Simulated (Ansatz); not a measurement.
# What moves the field gradients of Sr₄Nb₃PO₁₄?

Cell of run 1: a computed structure from the Materials Project (it need not be an observed phase), atoms as given.

```xyz
22
Lattice="4.0698 0.0000 0.0000 -0.0182 5.7880 0.0000 -1.9594 -0.8709 13.1499" Properties=species:S:1:pos:R:3 pbc="T T T"
Sr   -0.0041   -0.1335    8.0622
Sr    2.0872    2.8551    5.6697
Sr    0.0752    1.7618   11.5626
Sr    2.0282    5.4493    1.4121
Nb    0.0373   -0.1818    4.3481
Nb   -0.0043    2.5626    1.4681
Nb    2.1135    4.6249   11.5852
P     1.6843    2.6688    8.7922
O     0.0797    4.4168   11.7725
O     2.0437    2.4360    1.2187
O     2.1724    2.8476   10.3314
O     0.0132    0.8294    2.4424
O     1.9669    3.9759    8.0102
O     0.0446    1.3454    5.3867
O     0.0173    4.3374    5.7375
O     2.1501    1.4962    7.8753
O     2.1321    0.2457   12.8988
O    -1.9542    3.0573   13.1463
O     2.1100   -0.0397   10.1528
O     0.0044    3.8323    2.8220
O     0.2031    2.3898    9.0524
O     2.0450    5.4515    4.0510
```

Atom numbers follow the list; atoms alike are taken as one site, whose name carries the number of the first.

All runs are DFT with Ansatz 0.2.0 (plane waves and PAW, scalar-relativistic unless spin–orbit coupling is named, Γ-centred meshes, Fermi–Dirac smearing where given) in this cell.

Run 1: PBE, atoms as given; 420 eV, 5×4×2 k-points, smearing 0.02 eV.
Run 2: r2SCAN, atoms as given; 500 eV, 5×4×2 k-points, smearing 0.02 eV.
Run 3: PBE, atoms as given; 550 eV, 5×4×2 k-points, smearing 0.02 eV.

| run | Sr2 V_zz (η) | Nb5 V_zz (η) | O11 V_zz (η) | O16 V_zz (η) |
| --- | --- | --- | --- | --- |
| 1 | 7.29 (0.91) | -6.31 (0.10) | 10.31 (0.29) | 10.01 (0.31) |
| 2 | 7.71 (0.90) | -6.28 (0.22) | 10.65 (0.31) | 10.43 (0.31) |
| 3 | ? | ? | ? | ? |

V_zz in 10²¹ V/m²; 4 of the 22 sets of like atoms are followed.

Q: Estimate the row of run 3.

A: Sr2: 7.30 (0.91); Nb5: -6.30 (0.10); O11: 10.34 (0.29); O16: 10.03 (0.31). It lies nearest to run 1, from whose tensors on these sites it differs by 0.03 at most (largest principal value of the difference, on O11). Taken one at a time, the functional (r2SCAN with its higher cutoff) moves the tensors on these sites by up to 0.46 (largest principal value of the change, on Nb5), the cutoff by 0.03 (O11).

Without spin–orbit coupling (the program notes it for Nb and Sr) the gradients are little affected as a rule: paired runs on crystals with a gap mostly move them by under 2 % at such atoms. In runs 1, 2, 3 the atoms aren't at the calculated equilibrium (largest force 0.91, 1.3, 0.91 eV/Å). The cell isn't the equilibrium one in run 2 (calculated pressure -6 GPa), and the entry's cell may itself be off.
